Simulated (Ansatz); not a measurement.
The relaxed structure here is a generated cell of TiTe2: the first start was made by placing the elements on the sites of a structure type, and the end was not matched to a known phase here, so it may be hypothetical. Known forms of TiTe2 include space group No. 164.

A relaxed cell of TiTe₂ (P4₂/nmc (No. 137)), relaxed on a k-mesh at least as fine as the one used below. Calculation: PBE (plane waves to 420 eV, PAW, scalar-relativistic; Ansatz, a first-principles code). Γ-centred k-mesh 7×7×3 on the run's cell (coarser than for final values), Fermi–Dirac smearing 0.05 eV.

```yaml
crystal:
  lattice:
    - [4.84625, 0.00000, 0.00000]
    - [0.00000, 4.84625, 0.00000]
    - [0.00000, 0.00000, 14.07865]
  atoms:
    - { symbol: Ti, position: [0.00000, 0.00000, 0.00000] }
    - { symbol: Ti, position: [0.00000, 0.00000, 0.50000] }
    - { symbol: Ti, position: [0.50000, 0.50000, 0.25000] }
    - { symbol: Ti, position: [0.50000, 0.50000, 0.75000] }
    - { symbol: Te, position: [0.00000, 0.50000, 0.14868] }
    - { symbol: Te, position: [0.00000, 0.50000, 0.64868] }
    - { symbol: Te, position: [0.50000, 0.00000, 0.35132] }
    - { symbol: Te, position: [0.50000, 0.00000, 0.85132] }
    - { symbol: Te, position: [0.00000, 0.50000, 0.39868] }
    - { symbol: Te, position: [0.00000, 0.50000, 0.89868] }
    - { symbol: Te, position: [0.50000, 0.00000, 0.10132] }
    - { symbol: Te, position: [0.50000, 0.00000, 0.60132] }
```

The atoms are displaced along an unstable phonon of this cell by (Å):

```csv
atom,ux,uy,uz
Ti1,0.000,-0.150,0.000
Ti2,0.000,0.150,0.000
Ti3,0.000,0.150,0.000
Ti4,0.000,-0.150,0.000
Te5,0.000,0.060,0.000
Te6,0.000,-0.060,0.000
Te7,0.000,0.083,0.000
Te8,0.000,-0.083,0.000
Te9,0.000,0.083,0.000
Te10,0.000,-0.083,0.000
Te11,0.000,-0.060,0.000
Te12,0.000,0.060,0.000
```

Task: What forces (eV/Å) and pressure result?

Result: 
```csv
atom,Fx,Fy,Fz
Ti1,0.00,-0.06,-0.03
Ti2,0.00,0.06,-0.03
Ti3,0.00,0.06,0.03
Ti4,0.00,-0.06,0.03
Te5,0.00,0.07,0.06
Te6,0.00,-0.07,0.06
Te7,0.00,0.16,0.01
Te8,0.00,-0.16,0.01
Te9,0.00,0.16,-0.01
Te10,0.00,-0.16,-0.01
Te11,0.00,-0.07,-0.06
Te12,0.00,0.07,-0.06
```

Pressure +0.2 GPa.

The undisplaced cell is probably no minimum: from this displacement the run went on to Pnma (No. 62), 0.23 eV/atom below it.

No spin polarisation in the result.
